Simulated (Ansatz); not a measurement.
Structure types of Cl were relaxed at one common pressure (all-electron LAPW in Ansatz 0.2.0 under PBEsol, scalar-relativistic, no spin polarisation, zero temperature). They take these volumes:

```tsv
type	space group	V (Å³/atom)
fcc	Fm-3m	8.03
bcc	Im-3m	8.12
hcp	P6_3/mmc	8.07
simple hexagonal	P6/mmm	8.30
sc	Pm-3m	8.21
diamond	Fd-3m	8.75
```

Problem. At about which pressure, and is the densest type also the lowest in enthalpy?

Solution. 270 GPa. The densest is fcc, and it is also the lowest in enthalpy among these.
